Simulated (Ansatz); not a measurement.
Cd (hcp, Mg type)

```
CELL_PARAMETERS angstrom
      2.96202     0.00000     0.00000
     -1.48101     2.56519     0.00000
      0.00000     0.00000     5.79795
ATOMIC_POSITIONS crystal
  Cd 0.33333 0.66667 0.75000
  Cd 0.66667 0.33333 0.25000
```

The slice is a (-1 1 0 2) plane (indices of the conventional cell) through the point (0.333, 0.667, 0.750) (fractional), spanned by u = [110] and v = [1 -1 1] in vectors of this cell: u (2.96 Å) and v (7.74 Å, at 90° to u). It covers one period; positions are fractions (u, v).

The numbers are results of r2SCAN (plane waves to 500 eV, PAW, scalar-relativistic; Ansatz, a program for electronic structure), not measurements. k mesh 18×18×8. These are valence fields of a PAW run, semicore shells included where kept as valence: close to a nucleus they are smooth pseudo fields. Cd was relaxed with its symmetry unable to fall.

Three fields on this plane, each scaled to ten steps between its own extremes (0 low, 9 high; the total valence density on a logarithmic scale, the potential cut 8 eV below its top; x marks points blanked near nuclei; v = 0 in the bottom row):

Map A
```
|xxxx96569xxx|
|xxxx85458xxx|
|xxx9643469xx|
|xx864323468x|
|554322222345|
|222211111222|
|001111111110|
|000112221100|
|000123332100|
|001234443210|
|112234443221|
|222344544322|
|333444444433|
|655444444455|
|997654445679|
|xxx7544457xx|
|xxx9644469xx|
|xxxx64446xxx|
|xxxx64346xxx|
|xxx8533358xx|
|xx964222469x|
|876421112467|
|443210001234|
|221100000112|
|211100000111|
|322110001122|
|654321112345|
|xx853222358x|
|xxx9643469xx|
|xxxx85458xxx|
|xxxx96569xxx|
|xxxxx656xxxx|
```

Map B
```
|xxxx32523xxx|
|xxxx23632xxx|
|xxx3147413xx|
|xx213676312x|
|111245654211|
|111234443211|
|001111111110|
|000000000000|
|000000000000|
|111111111111|
|332211111223|
|444322222344|
|344443334444|
|223456565432|
|321257875212|
|xxx1379731xx|
|xxx2269622xx|
|xxxx14741xxx|
|xxxx14641xxx|
|xxx2135312xx|
|xx311343113x|
|221112221112|
|000000000000|
|000000000000|
|111100000111|
|111211111211|
|111223332211|
|xx212343212x|
|xxx3135313xx|
|xxxx23532xxx|
|xxxx32423xxx|
|xxxxx242xxxx|
```

Map C
```
|xxxx04640xxx|
|xxxx05750xxx|
|xxx0378730xx|
|xx036888630x|
|335688988653|
|778889998887|
|999988888999|
|999887778899|
|999876667899|
|999865556899|
|998765456789|
|888765556788|
|777766666777|
|345667776654|
|000467776400|
|xxx0577750xx|
|xxx0367630xx|
|xxxx26762xxx|
|xxxx26762xxx|
|xxx0478740xx|
|xx025787520x|
|002578987520|
|556789998765|
|778899999887|
|888999999988|
|777899999877|
|335789998753|
|xx036888630x|
|xxx0367630xx|
|xxxx05650xxx|
|xxxx04640xxx|
|xxxxx353xxxx|
```

Problem. Assign the maps to these fields: electron localisation function (ELF); valence electron density; electrostatic potential energy of an electron, from the cell's mean.

Solution. A is the valence electron density; B is the electron localisation function (ELF); C is the electrostatic potential energy of an electron, from the cell's mean.
